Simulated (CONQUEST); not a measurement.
Set-up for a self-consistent single point of WS2 (R3m, 18 atoms in the cell; from Materials Project mp-9813, changed as shown).

```xyz
18
Lattice="3.1199 0.0000 0.0000 0.0000 5.4037 0.0000 0.0000 0.0000 19.0720" Properties=species:S:1:pos:R:3 pbc="T T T"
W      1.5599     0.9006     6.3445
W      0.0000     1.8012    12.7019
W      0.0000     0.0000    19.0592
W      0.0000     3.6025     6.3445
W      1.5599     4.5031    12.7019
W      1.5599     2.7019    19.0592
S      0.0000     1.8012     4.8167
S      1.5599     0.9006     1.5146
S      0.0000     0.0000    11.1740
S      0.0000     1.8012     7.8719
S      1.5599     0.9006    17.5313
S      0.0000     0.0000    14.2292
S      1.5599     4.5031     4.8167
S      0.0000     3.6025     1.5146
S      1.5599     2.7019    11.1740
S      1.5599     4.5031     7.8719
S      0.0000     3.6025    17.5313
S      1.5599     2.7019    14.2292
```

Computed with PBEsol, numerical atomic orbitals double-zeta with polarisation (the shipped basis), PseudoDojo norm-conserving potentials made for PBEsol (CONQUEST 1.3).

CONQUEST settings:

* **basis**: DZP
* **Diag.MPMeshX, Y, Z**: 6 4 1
* **potentials**: PseudoDojo norm-conserving PBEsol
* **Grid.GridCutoff**: 140 Ha
* **DM.SolutionMethod**: diagon
* **Diag.kT**: 0.001837 Ha
* **Diag.GammaCentred**: true
* **minE.SCTolerance**: 1.0e-07
* **SC.MaxIters**: 100
* **SC.LinearMixingFactor**: 0.3
* **SC.KerkerPreCondition**: true
* **SC.KerkerFactor**: 0.1 1/bohr
* **AtomMove.TypeOfRun**: static

Q: Estimate, at this level of theory: gap on the k-point mesh, pressure and largest force (vector length).

A: The run gave:

- Gap on the k-point mesh: 1.42 eV
- Pressure: 11.69 GPa
- Largest force (vector length): 1.688 eV/Å

Gaps are taken between levels on the mesh.

For comparison: a first run was changed to give this one (volume scaled by 0.94), and from it to this one the free energy rises by 40.8 meV/atom, the pressure goes from 0.36 to 11.69 GPa, the largest force goes from 0.409 to 1.688 eV/Å and the gap on the mesh goes from 1.359 to 1.417 eV.

Spin-orbit coupling is left out, which matters for bands and gaps with elements this heavy. The program uses no crystal symmetry, so grid and mesh can part values that symmetry would make equal. The atom-centred basis is finite, which shifts total energies, pressures, gaps and forces against plane waves. Forces above 1 eV/Å remain at this geometry, of which the finite basis can carry a part. The structure comes from a collection of computed structures, made at another level of theory; the collection holds predicted forms beside known ones.

Cost on one core: around 110 core-seconds (rough).
